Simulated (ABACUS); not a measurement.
## How a calculation on the (101) slab of CdSe (cut from a parent of space group no. 216; 16 atoms in the cell) responds to its settings

```yaml
crystal:
  lattice:
    - [6.14054, 0.00000, 0.00000]
    - [0.00000, 8.68403, 0.00000]
    - [0.00000, 0.00000, 18.51310]
  atoms:
    - { symbol: Cd, position: [0.00000, 0.62500, 0.44136] }
    - { symbol: Cd, position: [0.50000, 0.37500, 0.32410] }
    - { symbol: Cd, position: [0.00000, 0.12500, 0.44136] }
    - { symbol: Cd, position: [0.50000, 0.87500, 0.32410] }
    - { symbol: Cd, position: [0.00000, 0.12500, 0.67590] }
    - { symbol: Cd, position: [0.50000, 0.87500, 0.55864] }
    - { symbol: Cd, position: [0.00000, 0.62500, 0.67590] }
    - { symbol: Cd, position: [0.50000, 0.37500, 0.55864] }
    - { symbol: Se, position: [0.25000, 0.12500, 0.32410] }
    - { symbol: Se, position: [0.75000, 0.37500, 0.44136] }
    - { symbol: Se, position: [0.25000, 0.62500, 0.32410] }
    - { symbol: Se, position: [0.75000, 0.87500, 0.44136] }
    - { symbol: Se, position: [0.25000, 0.62500, 0.55864] }
    - { symbol: Se, position: [0.75000, 0.87500, 0.67590] }
    - { symbol: Se, position: [0.25000, 0.12500, 0.55864] }
    - { symbol: Se, position: [0.75000, 0.37500, 0.67590] }
```

Base run A: ABACUS with LDA (PW92), numerical atomic orbitals TZP (confined pseudo-atomic orbitals with Gaussian additions; energy shift 0.01 Ry), PseudoDojo 0.4 standard norm-conserving LDA (tails mended) pseudopotentials, self-consistent single point.

Its settings: basis = TZP numerical atomic orbitals, energy shift 0.01 Ry; KPT = Gamma 2 2 1 0 0 0; basis_type = lcao; dft_functional = PWLDA; ecutwfc = 100 Ry; smearing_method = fd; smearing_sigma = 0.00734986 Ry; potentials = PseudoDojo 0.4 standard norm-conserving LDA (tails mended); symmetry = 1; symmetry_prec = 1e-05; ks_solver = genelpa; scf_nmax = 100; scf_thr = 1.0e-07; mixing_type = pulay.

The atom-centred basis is finite, which shifts total energies, gaps and forces against plane waves. Forces above 1 eV/Å remain at this geometry, of which the finite basis can carry a part. No dipole correction was used; where the two faces of such a cut differ, images can couple through a dipole. The bare cut can leave dangling bonds, and the run has no spin polarisation, so a lower magnetic or reconstructed surface may exist.

ΔF is the free energy per atom less that of run A. 

Runs:
- B: lattice scaled in the plane by 0.97
- C: lattice scaled in the plane by 0.97; ecutwfc: 100 Ry → 60 Ry
- D: lattice scaled in the plane by 0.985
- E: lattice scaled in the plane by 0.985; ecutwfc: 100 Ry → 60 Ry
- F: lattice scaled in the plane by 1.015
- G: lattice scaled in the plane by 1.015; ecutwfc: 100 Ry → 60 Ry
- H: lattice scaled in the plane by 1.03
- I: lattice scaled in the plane by 1.03; ecutwfc: 100 Ry → 60 Ry
- J: ecutwfc: 100 Ry → 60 Ry

| run | ΔF (meV/atom) | largest force (eV/Å) | gap on the mesh (eV) |
|---|---|---|---|
| A | 0.00 | 1.519 | 0.889 |
| B | -40.9 | 1.217 | 0.914 |
| C | -40.9 | 1.219 | 0.914 |
| D | -25.5 | 1.379 | 0.904 |
| E | -25.4 | 1.383 | 0.904 |
| F | 34.0 | 1.631 | 0.871 |
| G | 34.1 | 1.635 | 0.871 |
| H | 75.2 | 1.721 | 0.849 |
| I | 75.3 | 1.725 | 0.849 |
| J | 0.08 | 1.522 | 0.890 |

Run B against A: The free energy goes down by 40.9 meV/atom, the largest force goes from 1.519 to 1.217 eV/Å and the gap on the mesh goes from 0.889 to 0.914 eV.

Run F against A: The free energy goes up by 34.0 meV/atom, the largest force goes from 1.519 to 1.631 eV/Å and the gap on the mesh goes from 0.889 to 0.871 eV.

The atomic orbitals were generated for these runs; they are not ABACUS's published sets and were checked against plane waves on a few crystals only.

“Tails mended”: in these copies of the files the far tail of each local potential was reset to the Coulomb form.
